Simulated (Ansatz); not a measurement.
TiV2O5:
```yaml
crystal:
  lattice:
    - [2.97908, 0.00000, 0.00000]
    - [0.00000, 11.76835, 0.00000]
    - [0.00000, 0.00000, 4.96325]
  atoms:
    - { symbol: V, position: [0.00000, 0.14664, 0.41557] }
    - { symbol: V, position: [0.00000, 0.85336, 0.41557] }
    - { symbol: V, position: [0.50000, 0.35336, 0.58443] }
    - { symbol: V, position: [0.50000, 0.64664, 0.58443] }
    - { symbol: O, position: [0.00000, 0.00000, 0.61125] }
    - { symbol: O, position: [0.50000, 0.50000, 0.38875] }
    - { symbol: O, position: [0.00000, 0.10297, 0.06730] }
    - { symbol: O, position: [0.00000, 0.89703, 0.06730] }
    - { symbol: O, position: [0.50000, 0.39703, 0.93270] }
    - { symbol: O, position: [0.50000, 0.60297, 0.93270] }
    - { symbol: O, position: [0.50000, 0.18407, 0.63344] }
    - { symbol: O, position: [0.50000, 0.81593, 0.63344] }
    - { symbol: O, position: [0.00000, 0.31593, 0.36656] }
    - { symbol: O, position: [0.00000, 0.68407, 0.36656] }
    - { symbol: Ti, position: [0.00000, 0.50000, 0.08602] }
    - { symbol: Ti, position: [0.50000, 0.00000, 0.91398] }
```
The run is spin-polarised; directions of the spins, atom by atom: ↑ ↑ ↑ ↑ 0 0 0 0 0 0 0 0 0 0 ↑ ↑.

Relaxed with PBE+D3(BJ). Special points in fractions of this cell's reciprocal vectors: Γ (0.000, 0.000, 0.000); X (0.500, 0.000, 0.000); S (0.500, 0.500, 0.000); Y (0.000, 0.500, 0.000); Z (0.000, 0.000, 0.500); U (0.500, 0.000, 0.500); R (0.500, 0.500, 0.500); T (0.000, 0.500, 0.500).

Task: List the band energies nearest the Fermi level at these points for DFT-PBE+D3(BJ) in the program Ansatz with PAW potentials.

Result: In eV from the Fermi level; about four levels below and three above (degenerate sets whole), none deeper than 8.9 eV; points with the same levels are listed once.

| k | below | above |
|---|---|---|
| Γ ↑ | -0.43 -0.41 -0.32 -0.23 | 0.20 0.23 0.59 |
| X ↑ | -0.15 -0.15 -0.06 -0.06 | 0.58 0.58 0.77 0.77 |
| S ↑ | -0.32 -0.32 -0.19 -0.19 | 0.17 0.17 0.41 0.41 |
| Y ↑ | -0.41 -0.41 -0.30 -0.30 | 0.17 0.17 0.66 0.66 |
| Z ↑ | -0.41 -0.22 -0.10 -0.03 | 0.12 0.19 0.67 |
| U ↑ | -0.45 -0.45 -0.02 -0.02 | 0.23 0.23 0.31 0.31 |
| R ↑ | -0.31 -0.31 -0.21 -0.21 | 0.23 0.23 0.40 0.40 |
| T ↑ | -0.26 -0.26 -0.25 -0.25 | 0.30 0.30 0.80 0.80 |
| Γ ↓ | -3.88 -3.53 -3.44 -2.86 | 0.17 0.23 0.43 |
| X ↓ | -3.89 -3.89 -3.27 -3.27 | 0.61 0.61 0.87 0.87 |
| S ↓ | -4.05 -4.05 -4.05 -4.05 -3.26 -3.26 | 0.61 0.61 0.80 0.80 |
| Y ↓ | -3.61 -3.61 -3.21 -3.21 | 0.21 0.21 0.55 0.55 |
| Z ↓ | -3.64 -3.60 -3.49 -2.86 | 0.00 0.22 0.89 |
| U ↓ | -3.96 -3.96 -3.22 -3.22 | 0.24 0.24 1.05 1.05 |
| R ↓ | -4.04 -4.04 -3.22 -3.22 | 0.24 0.24 1.09 1.09 |
| T ↓ | -3.64 -3.64 -3.33 -3.33 | 0.12 0.12 0.91 0.91 |

Space group Pmmn. The cell is a constructed one: a structure type filled with these elements; neither database checked (COD, Materials Project) lists it. Whether it is the stable phase at ambient conditions was not checked. The cell was relaxed with PBE+D3(BJ) under the symmetry of its start; whether a distortion lowers the energy is not shown. The final state is ferromagnetic, chosen from 4 collinear starts compared on coarse meshes (ties went to the first, and starts can fall back to one state), not a proven ground state. No Hubbard U is applied. The compound may be a true metal, but semilocal functionals without U, or a wrong spin order, can also close a gap.

Potentials: the later of the program's two PAW sets.
